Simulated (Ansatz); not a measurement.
Free-standing chains of the atoms of TiC, named by their start (strip: triangular double chain, ladder: square double chain); atoms and period are relaxed, and energies count from relaxed bulk TiC (Fm-3m, 9.89 Å³/atom, gap on the mesh 0.00 eV).

All numbers below come from DFT PBEsol, scalar-relativistic, plane waves, PAW (Ansatz 0.2.0).

Cutoff 420 eV, Gaussian smearing of 0.05 eV, energies at zero smearing, symmetry of each start kept, collinear spin where a moment is listed.

| start | atoms | k mesh | excess energy (eV per host atom) | period (Å) | gap on the mesh (eV) | highest filled level or Fermi level under vacuum (eV) | size of the moment (μB per cell) |
| --- | --- | --- | --- | --- | --- | --- | --- |
| linear chain | 2 | 1×1×17 | 3.799 | 3.679 | 0 | 3.79 | 0.59 |
| dimerised chain | 2 | 1×1×17 | 3.799 | 3.679 | 0 | 3.79 | 0.59 |
| zigzag chain | 2 | 1×1×19 | 3.356 | 3.049 | 0 | 4.05 | 0.42 |
| ladder chain | 4 | 1×1×17 | 2.231 | 3.952 | 0.24 | - | 0.00 |
| strip chain* | 2 | 1×1×31 | 3.362 | 3.030 | 0 | 4.21 | 0.00 |

* ends far from its start.

An odd mesh misses points on the zone edge, so a gap read on it can be too wide.

Each run keeps its start's symmetry and one magnetic start, so lower states can exist. Rows stand on unlike meshes and boxes, so starts that end alike can differ by a few hundredths of an eV per atom.

Cost: 5 runs of about 7 core-minutes in all, on Intel Xeon 6975P-C (Granite Rapids) (shared hosts).